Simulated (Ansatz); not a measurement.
**Moving the choice of potentials or basis in BeAl3**

The cell as given:

```cif
data_structure
_symmetry_space_group_name_H-M 'P 1'
_symmetry_Int_Tables_number 1
_cell_length_a 4.7309
_cell_length_b 4.7309
_cell_length_c 4.7309
_cell_angle_alpha 131.523
_cell_angle_beta 131.523
_cell_angle_gamma 70.983
_cell_volume 58.12
loop_
_atom_site_label
_atom_site_type_symbol
_atom_site_fract_x
_atom_site_fract_y
_atom_site_fract_z
_atom_site_occupancy
Al1 Al 0.50000 0.50000 0.00000 1
Al2 Al 0.25000 0.75000 0.50000 1
Al3 Al 0.75000 0.25000 0.50000 1
Be1 Be 0.00000 0.00000 0.00000 1
```

The cell comes from a database or a generator and needn't be the stable form of this composition.

Kept alike: task relaxation of cell and atoms; functional PBE; k mesh 10 × 10 × 10; occupations fermi-dirac, width 0.05 eV; no spin polarisation. Program: Ansatz. Cutoffs run from 420 to 1800 eV. The mesh is that of the run's cell of 4 atoms. No spin-orbit coupling.

| choice of potentials or basis | volume (Å³/atom) |
| --- | --- |
| Ansatz NC | 14.639 |
| Ansatz PAW | 14.637 |
| Ansatz PAW (files of its older set among them) | 14.636 |
| JTH PAW | 14.625 |
| PseudoDojo standard (PBE files) | 14.609 |
| PseudoDojo stringent (PBE files) | 14.606 |
| SPMS NC | 14.606 |

The relaxations keep at least the cell's symmetry (I4/mmm). For a metal such a mesh leaves the last digits unconverged. Relaxations stop with a little pressure left, so the last digits of a volume or edge aren't settled.

**Question.** What does the choice of potentials or basis change here?

**Answer.** The volume runs from 14.606 (PseudoDojo stringent (PBE files); SPMS NC) to 14.639 Å³/atom (Ansatz NC).
